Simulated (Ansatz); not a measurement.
## Two states of Lu$_{2}$VWO$_{6}$

```xyz
10
Lattice="0.0000 3.7880 3.7880 3.7880 0.0000 3.7880 3.7880 3.7880 0.0000" Properties=species:S:1:pos:R:3 pbc="T T T"
Lu    1.8940    1.8940    1.8940
Lu    5.6820    5.6820    5.6820
V     0.0000    0.0000    0.0000
O     1.9849    3.7880    3.7880
O     3.7880    1.9849    3.7880
O     5.5911    3.7880    3.7880
O     3.7880    5.5911    3.7880
O     3.7880    3.7880    1.9849
O     3.7880    3.7880    5.5911
W     3.7880    3.7880    3.7880
```

The numbers come from plane-wave PAW DFT (Ansatz): PBE, with U_eff = 6.25 eV on V d, V = 0.85 eV between V d and O p within 2.382 Å (all-electron-ortho-atomic projectors), 420 eV, 6×6×6 Γ-centred k points, cold occupations (width 0.2343 eV). Nothing was relaxed.

State A: no moments (no spin polarisation). State B: V3 down, W10 up (collinear spin).

Which state is lower, and how do they differ?

State B is lower by 327.5 meV an atom at zero smearing.

| state | free energy (meV/atom) | largest moment in a small sphere (μB) | net moment (μB/cell) | gap on mesh (eV) | pressure (GPa) | largest force (eV/Å) |
| --- | --- | --- | --- | --- | --- | --- |
| A | 327.7 | 0.00 | 0.00 | metal | 34.2 | 6.15 |
| B | 0.0 | 1.99 | 1.19 | metal | 40.6 | 5.18 |

Origin: a known structure type with other elements, at an estimated volume, so it need not be a known compound. Caveats: another magnetic order, which this cell may not hold, can open a gap; atoms or cell far from equilibrium; wide smearing; odd electron count without spin polarisation, so a magnetic state may lie lower.
